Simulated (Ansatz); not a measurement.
**ZrCo3B2, a database entry at a rescaled volume**

```
CELL_PARAMETERS angstrom
2.41238 4.17836 0.00000
-2.41238 4.17836 0.00000
0.00000 0.00000 3.01907
ATOMIC_POSITIONS crystal
Zr 0.00000 0.00000 0.00000
Co 0.50000 0.50000 0.50000
Co 0.50000 0.00000 0.50000
Co 0.00000 0.50000 0.50000
B 0.33330 0.33340 0.00000
B 0.66660 0.66670 0.00000
```

Method: PBEsol, no spin polarisation; PAW, plane waves to 420 eV, 8×8×11 Γ-centred mesh, fermi-dirac occupations (width 0.1 eV) (Ansatz 0.2.0), atoms fixed.

Question: What does the stress say?

Answer: The pressure is -2.8 GPa (compression positive), so with the atoms held at these fractions the cell would first shrink.

Question: What is the formation energy?

Answer: -0.64 eV an atom against the elements' usual phases (free molecules for gases, crystals otherwise, with no correction for O₂ or N₂), so it is bound against them; other compounds may still compete. Relaxing would lower it.

Question: Metal or insulator?

Answer: It is a metal, with about 3 states/eV a cell as the mean within 0.25 eV of the Fermi level, mostly Co d (61 %) and Zr d (21 %).

Question: Give the Bader charges.

Answer: Bader charges in e: Zr +1.58, Co -0.29, B -0.36. In the mean Zr gives up most and B takes most.

Question: Describe some of the short contacts.

Answer: Co–B at 2.05 Å: least valence density 0.58 e/Å³ and ELF 0.47 there. Co–Co at 2.41 Å: least valence density 0.42 e/Å³ and ELF 0.30 there. Zr–B at 2.79 Å: least valence density 0.22 e/Å³ and ELF 0.16 there. Both are smooth PAW fields, read partly inside the augmentation spheres.

Origin: a database entry at a rescaled volume. Caveats: no spin polarisation, so a magnetic state may lie lower.
